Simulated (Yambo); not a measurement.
SiO$_{2}$ (space group I4/mmm, No. 139): one transition space (4×4×4 mesh, 16 valence and 7 conduction bands, Tamm-Dancoff) with different kernels in Yambo, on PBEsol orbitals; field along x. BSE alone uses the static screening with 109 bands and a 3 Ry block; its scissor and those of RPA and TDDFT come from G0W0, that of the TDHF-type run from bare exchange. Axes are Cartesian, with cell vectors (Å) (-4.47, 4.47, 2.61), (4.47, -4.47, 2.61), (4.47, 4.47, -2.61).

```csv
kernel,scissor (eV),direct gap with it (eV),lowest state (eV)
BSE (screened electron-hole attraction),2.85,8.42,?
RPA (no attraction),2.85,8.42,8.42 (dark)
"TDHF-type (unscreened attraction, exchange-only scissor)",9.57,15.14,?
```

### Question
Some entries are withheld; supply them.

### Answer

- BSE (screened electron-hole attraction), lowest state (eV): 7.11 (dark)
- TDHF-type (unscreened attraction, exchange-only scissor), lowest state (eV): 11.17 (dark)

RPA leaves the lowest state at the direct gap: no bound exciton. These are vertical excitations (zero momentum). Spin singlets only. Strong means a line over 3 % of the spectrum's maximum, dark under 0.03 %. Absolute energies carry the error of the G0W0 scissor, whose convergence isn't established; the long-wavelength screening was taken along (1,1,1) although the crystal is anisotropic. Convergence of the binding with the mesh was not shown.

Geometry of the Materials Project entry, not relaxed at this level; primitive cell a = b = c = 6.842 Å, α = β = 98.38°, γ = 135.12°.

This is not the ordinary phase of the substance; no match was found in the copy of COD used, and its stability was not checked.
